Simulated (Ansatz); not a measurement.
# Ti (dhcp): energy against volume

Computed with DFT, r2SCAN, plane waves (500 eV) with PAW, scalar-relativistic in Ansatz. The PAW files were generated under PBE, with cores re-solved for the functional.

The cell is scaled uniformly from the relaxed one, with fractional coordinates and shape fixed. Energies are extrapolated to zero smearing, pressures are those at the given smearing. Magnetic state: spin not included.

A Birch-Murnaghan fit gives V₀ = 17.41 Å³/atom, B₀ = 116 GPa, B₀′ = 3.4.

What are the energy above the minimum and the pressure at 15.339 Å³/atom?

107.4 meV/atom and 18.25 GPa as computed.

What are the energy above the minimum and the pressure at 18.825 Å³/atom?

37.3 meV/atom and -7.77 GPa as computed.

What are the energy above the minimum and the pressure at 19.522 Å³/atom?

78.6 meV/atom and -10.72 GPa as computed.
